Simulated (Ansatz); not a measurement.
BeS:
```xyz
2
Lattice="0.0000 2.2949 2.2949 2.2949 0.0000 2.2949 2.2949 2.2949 0.0000" Properties=species:S:1:pos:R:3 pbc="T T T"
S      0.0000     0.0000     0.0000
Be     2.2949     2.2949     2.2949
```

Relaxed with PBEsol. Special points in fractions of this cell's reciprocal vectors: Γ (0.000, 0.000, 0.000); X (0.500, 0.000, 0.500); U (0.625, 0.250, 0.625); K (0.375, 0.375, 0.750); L (0.500, 0.500, 0.500); W (0.500, 0.250, 0.750).

Q: List the band energies nearest the valence-band maximum at these points for PBEsol in the plane-wave PAW code Ansatz.

A: In eV from the valence-band maximum; about four levels below and three above (degenerate sets whole), none deeper than 8.9 eV; points with the same levels are listed once.

```tsv
k	below	above
Γ	-0.32 -0.32 -0.32	5.54 8.60 8.60 8.60
X	-7.09 -3.33 -3.33	0.94 4.02 12.00 12.00
U	-6.37 -5.38 -2.62	2.18 7.37 8.14
L	-7.50 -0.55 -0.55	3.81 3.81 4.05
W	-5.69 -5.69 -4.11	4.98 5.50 9.15 9.15
```

Space group Fm-3m (rock salt). A made-up cell: these elements were put on the sites of a structure type; neither database checked (COD, Materials Project) lists it. COD files the formula under space group No. 216, so this cell is another polymorph or a model. Its standing as an ambient phase is unchecked. The cell was relaxed with PBEsol under the symmetry of its start. At this level the phase is dynamically unstable (imaginary phonons).

Potentials: the later of the program's two PAW sets.
